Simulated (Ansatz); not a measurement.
VSi in space group P-6m2 (No. 187; V on 1a, Si on 1f), the program Ansatz at the PBE level (PAW), all energies at zero smearing, with the estimated change up to a 700 eV cutoff added, with one set of potentials and settings (totals compare only within such a set). Cell of 2 atoms (1 V, 1 Si): -3548.904 eV.

| element | reference phase | E (eV/atom) |
|---|---|---|
| V | Im-3m, 1 atoms in the cell | -2912.4140 |
| Si | Fd-3m, 2 atoms in the cell | -635.8096 |

Formation energy per atom, worked out: (-3548.904 − 1×(-2912.4140) − 1×(-635.8096))/2 = -0.340 eV/atom (-33 kJ per mol of atoms), at 0 K, without zero-point energy or fitted corrections.

The cell is a constructed one: a structure type filled with these elements; neither database checked (COD, Materials Project) lists it. Whether it is the stable phase at ambient conditions was not checked. The PBE relaxation kept the symmetry of its start; its stability against distortions is not shown here. The workflow began spin-polarised and lost its moments. The references are the lowest solids computed at this level, not always the standard phases.

Potentials: the later of the program's two PAW sets.
